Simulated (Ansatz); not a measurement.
BaHfO$_{3}$:
```yaml
crystal:
  lattice:
    - [4.17718, 0.00000, 0.00000]
    - [0.00000, 4.17718, 0.00000]
    - [0.00000, 0.00000, 4.17718]
  atoms:
    - { symbol: Ba, position: [0.00000, 0.00000, 0.00000] }
    - { symbol: Hf, position: [0.50000, 0.50000, 0.50000] }
    - { symbol: O, position: [0.00000, 0.50000, 0.50000] }
    - { symbol: O, position: [0.50000, 0.50000, 0.00000] }
    - { symbol: O, position: [0.50000, 0.00000, 0.50000] }
```

DFT-r²SCAN in the program Ansatz with PAW potentials gives a gap of 4.19 eV without spin–orbit coupling, maximum at R, minimum at Γ.

Q: What happens when spin–orbit coupling is switched on?

A: The gap falls by 0.09 eV, to 4.10 eV; maximum at R, minimum at Γ.

Q: Give the electron effective mass with spin–orbit coupling, band 1 of 2 at the edge.

A: 0.80 along [100], 0.61 along [110], 0.51 along [111] (mₑ).

Q: Give the electron effective mass with spin–orbit coupling, band 2 of 2 at the edge.

A: 0.35 along [100], 0.40 along [110], 0.46 along [111] (mₑ).

Space group Pm-3m (cubic perovskite). Symmetry was held in the r²SCAN relaxation; phonons on a q-mesh show no instability. The run is not spin-polarised.

Potentials: the later of the program's two PAW sets.
